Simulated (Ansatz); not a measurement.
Sc$_{3}$SnB:
```xyz
5
Lattice="4.6474 0.0000 0.0000 0.0000 4.6474 0.0000 0.0000 0.0000 4.6474" Properties=species:S:1:pos:R:3 pbc="T T T"
Sc     0.0000     2.3237     2.3237
Sc     2.3237     0.0000     2.3237
Sc     2.3237     2.3237     0.0000
Sn     0.0000     0.0000     0.0000
B      2.3237     2.3237     2.3237
```

Relaxed with r²SCAN. Special points in fractions of this cell's reciprocal vectors: Γ (0.000, 0.000, 0.000); X (0.000, 0.500, 0.000); M (0.500, 0.500, 0.000); R (0.500, 0.500, 0.500).

Question: List the band energies nearest the Fermi level at these points for the program Ansatz at the r²SCAN level (PAW).

Answer: In eV from the Fermi level; about four levels below and three above (degenerate sets whole), none deeper than 8.9 eV; points with the same levels are listed once.

```csv
k,below,above
Γ,-1.09 -1.09 -1.09 -0.44 -0.44,0.09 0.09 0.09
X,-1.24 -1.24 -0.66 -0.66,0.51 0.61 1.78
M,-1.33 -1.19 -1.08 -1.08,1.39 1.39 1.82 1.82
R,-2.96 -2.96 -2.96 -2.10 -2.10 -2.10,1.62 1.62 1.62
```

Space group Pm-3m (anti-perovskite). The workflow started from an entry of the Crystallography Open Database (COD). Its standing as an ambient phase is unchecked. The r²SCAN relaxation kept the symmetry of its start; whether a distortion lowers the energy is not shown. No spin polarisation was allowed. Spin–orbit coupling is left out wherever it is not named.

Potentials: the later of the program's two PAW sets.
